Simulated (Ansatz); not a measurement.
Mo (hcp (Mg type), P6_3/mmc) under volume change, plane-wave PAW PBEsol (Ansatz code), shape and atoms relaxed at each volume.

```json
[
 {"V (Å³/atom)": "14.208", "E − E(relaxed) (meV/atom)": "116.3", "P (GPa)": "28.59"},
 {"V (Å³/atom)": "14.676", "E − E(relaxed) (meV/atom)": "49.1", "P (GPa)": "17.66"},
 {"V (Å³/atom)": "15.145", "E − E(relaxed) (meV/atom)": "11.6", "P (GPa)": "8.16"},
 {"V (Å³/atom)": "15.613", "E − E(relaxed) (meV/atom)": "0.0", "P (GPa)": "0.01"},
 {"V (Å³/atom)": "16.082", "E − E(relaxed) (meV/atom)": "10.5", "P (GPa)": "-6.98"},
 {"V (Å³/atom)": "16.550", "E − E(relaxed) (meV/atom)": "…", "P (GPa)": "…"},
 {"V (Å³/atom)": "17.018", "E − E(relaxed) (meV/atom)": "…", "P (GPa)": "…"}
]
```

Q: What belongs in the gaps?

A: 
- 16.550, E − E(relaxed) (meV/atom): 39.8
- 16.550, P (GPa): -12.97
- 17.018, E − E(relaxed) (meV/atom): 85.5
- 17.018, P (GPa): -18.11

Q: What does a third-order Birch–Murnaghan fit give for V₀, B₀ and B′?

A: V₀ = 15.62 Å³/atom, B₀ = 251 GPa, B′ = 4.0.

The start of the workflow was typed in or built on a structure type; the Crystallography Open Database copy checked does not list it. It is not the phase usual at ambient conditions (space group No. 229). Symmetry was held in the PBEsol relaxation; phonons show weakly imaginary modes. No spin polarisation was allowed. Spin–orbit coupling is left out wherever it is not named.

Potentials: the earlier of the program's two PAW sets. The files were generated under PBE; for other functionals the program regenerates the frozen cores, and for LDA and PBEsol the local potential too.
